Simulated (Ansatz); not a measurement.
SrTiO$_{3}$:
```xyz
5
Lattice="3.9068 0.0000 0.0000 0.0000 3.9068 0.0000 0.0000 0.0000 3.9068" Properties=species:S:1:pos:R:3 pbc="T T T"
Sr     0.0000     0.0000     0.0000
Ti     1.9534     1.9534     1.9534
O      0.0000     1.9534     1.9534
O      1.9534     1.9534     0.0000
O      1.9534     0.0000     1.9534
```

r²SCAN (plane waves, PAW; program Ansatz) gives a gap of 2.26 eV without spin–orbit coupling, maximum at R, minimum at Γ.

**Question.** What happens when spin–orbit coupling is switched on?

**Answer.** The gap shrinks by 0.02 eV, to 2.24 eV; maximum at R, minimum at Γ.

**Question.** Give the electron effective mass with spin–orbit coupling, band 1 of 2 at the edge.

**Answer.** 1.1 along [100], 0.78 along [110], 0.65 along [111] (mₑ).

**Question.** Give the electron effective mass with spin–orbit coupling, band 2 of 2 at the edge.

**Answer.** 0.41 along [100], 0.49 along [110], 0.56 along [111] (mₑ).

Space group Pm-3m (cubic perovskite). Symmetry was held in the r²SCAN relaxation. At this level the phase is dynamically unstable (imaginary phonons). No spin polarisation was allowed.

Potentials: the later of the program's two PAW sets.
